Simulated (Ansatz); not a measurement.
Consider the following.

Ga (space group Cmce)

```yaml
crystal:
  lattice:
    - [4.57459, -7.73991, 0.00000]
    - [2.28730, 3.86995, 0.00000]
    - [0.00000, 0.00000, 4.58772]
  atoms:
    - { symbol: Ga, position: [0.07816, 0.84368, 0.91773] }
    - { symbol: Ga, position: [0.57816, 0.84368, 0.91773] }
    - { symbol: Ga, position: [0.42184, 0.15632, 0.08227] }
    - { symbol: Ga, position: [0.92184, 0.15632, 0.08227] }
    - { symbol: Ga, position: [0.17184, 0.65632, 0.41773] }
    - { symbol: Ga, position: [0.67184, 0.65632, 0.41773] }
    - { symbol: Ga, position: [0.32816, 0.34368, 0.58227] }
    - { symbol: Ga, position: [0.82816, 0.34368, 0.58227] }
```

The atoms are displaced by Q × the pattern below (from a DFPT mode at S = (0.5, 0.0, 0.0), largest move 1; Q in Å), at fixed cell. It is one choice among 2 degenerate patterns. (q is in reciprocal vectors of the primitive cell; the cell shown is doubled to hold the pattern.)

```tsv
atom	x	y	z
Ga1	-0.103	-0.039	-0.015
Ga2	0.103	0.039	0.015
Ga3	-0.778	0.334	0.062
Ga4	0.778	-0.334	-0.062
Ga5	-0.448	0.295	-0.065
Ga6	0.448	-0.295	0.065
Ga7	-0.892	0.444	-0.088
Ga8	0.892	-0.444	0.088
```

Level of theory: PBE (plane waves to 420 eV, PAW, scalar-relativistic; Ansatz, a quantum-chemistry and plane-wave program). k mesh 6×12×10 (Γ-centred), Fermi-Dirac smearing 0.05 eV. The energy includes the smearing's −TS. With partly filled bands, energies and forces of such displacements shift with the k mesh and the smearing. Ga was relaxed with its symmetry unable to fall. The zero of ΔE is the undisplaced structure.

The scan covers Q from -0.100 to 0.100 Å in 13 points.

Task: Which space group does the distorted structure have?

Result: P1 (No. 1), lowered from Cmce.

Task: What is the energy change at Q = 0.100 Å?

Result: 93 meV/cell.

Task: What harmonic wavenumber does the curvature at Q = 0 give?

Result: 133 cm⁻¹.

(For displaced atoms, the force is minus the slope of the energy, and its curvature is a force constant, which sets phonon frequencies.)
